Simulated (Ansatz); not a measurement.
Input and command of a plane-wave DFT calculation in Ansatz:

```yaml
crystal:
  lattice:
    - [3.54045614, 0.0, 0.0]
    - [0.0, 4.75547185, 0.0]
    - [0.0, 0.0, 8.39404235]
  atoms:
    - { symbol: Cr, position: [0.5, 0.0, 0.8787434], spin: 3.0 }
    - { symbol: Cr, position: [0.0, 0.5, 0.1212566], spin: 3.0 }
    - { symbol: S, position: [0.5, 0.5, 0.92950143] }
    - { symbol: S, position: [0.0, 0.0, 0.07049857] }
    - { symbol: Br, position: [0.0, 0.0, 0.66595786] }
    - { symbol: Br, position: [0.5, 0.5, 0.33404214] }
basis:
  ecutwfc: 420
kpoints:
  mp_grid: { grid: [6, 4, 2] }
hamiltonian:
  xc: pbesol
scf:
  occupations: { method: gaussian, width: 0.1 }
  lower_state_search: "off"
output:
  forces: true
  stress: true
  eigenvalues: true
  populations: true
magnetization:
  spin_polarized: true
```

```bash
ansatz run input.yaml --threads 2 --pin off --max-ram 5120MiB --backend cpu --events-out ev --progress --plain --runs-dir out
```

Processor: Arm Neoverse V2, 2 threads, on a host shared with other jobs.

Task: Estimate time, memory and problem size.

Result: About 9.7 s on 2 threads of Arm Neoverse V2, with other jobs on the host, peak memory 0.5 GiB. It solves 36 bands at 24 k points (the mesh reduced by symmetry) with about 2721 plane waves, in 13 SCF iterations.
